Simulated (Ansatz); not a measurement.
Given:

BW:
```xyz
4
Lattice="1.5771 -4.2231 0.0000 1.5771 4.2231 0.0000 0.0000 0.0000 3.0815" Properties=species:S:1:pos:R:3 pbc="T T T"
B      1.5771    -0.5178     2.3111
B      1.5771     0.5178     0.7704
W      1.5771    -3.0004     2.3111
W      1.5771     3.0004     0.7704
```

This is the PBEsol-relaxed structure.

Problem. All from the program Ansatz at the PBEsol level (PAW), unless another level is named. Predict the electronic character.

Solution. metallic (no gap).

Problem. Next, the density of states at the Fermi level?

Solution. 0.41 states/eV per atom (mean over ±0.08 eV).

Problem. Give the formation energy from the elements (no fitted shifts).

Solution. -0.42 eV/atom.

Problem. What about the gap with spin–orbit coupling?

Solution. none (metallic).

Space group Cmcm. The workflow started from a Materials Project entry (that database holds measured and hypothetical structures alike); the Crystallography Open Database copy checked does not list it. COD files the formula under space group No. 141. Its standing as an ambient phase is unchecked. Symmetry was held in the PBEsol relaxation; whether a distortion lowers the energy is not shown. The run is not spin-polarised. The references are the lowest solids computed at this level, not always the standard phases. Scalar-relativistic: spin–orbit coupling is off unless named, which matters more the heavier the elements.

Potentials: the later of the program's two PAW sets.
